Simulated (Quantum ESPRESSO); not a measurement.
Computed NMR tensors in BeSe

```yaml
crystal:
  lattice:
    - [0.00000, 2.58397, 2.58397]
    - [2.58397, 0.00000, 2.58397]
    - [2.58397, 2.58397, 0.00000]
  atoms:
    - { symbol: Be, position: [0.00000, 0.00000, 0.00000] }
    - { symbol: Se, position: [0.25000, 0.25000, 0.25000] }
```
The geometry is a computed Materials Project entry, not a measured one. It is BeSe in F-43m; whether this form has been observed was not checked. Stability against distortions was not tested.

Shieldings are absolute and leave out the bulk-susceptibility term; a larger σ means a smaller chemical shift. By our sweeps, such settings leave a few ppm in absolute σ on light atoms and up to some 20 ppm from Zn on. No spin–orbit coupling; Se is the heaviest element present. The datasets of Se hold no d projectors, which limits absolute σ on these atoms.

**Question.** What do the calculations give at each independent site (shieldings by GIPAW with PBE in a modified build of Quantum ESPRESSO, on JTH PAW datasets, 20 Ha, k-mesh 6×6×6 shifted, f-sum rule met within 0.004 %)?

**Answer.** 
| site | site symmetry | σ_iso (ppm) |
|---|---|---|
| Be (atom 1) | -43m | 85 |
| Se (atom 2) | -43m | 2065 |
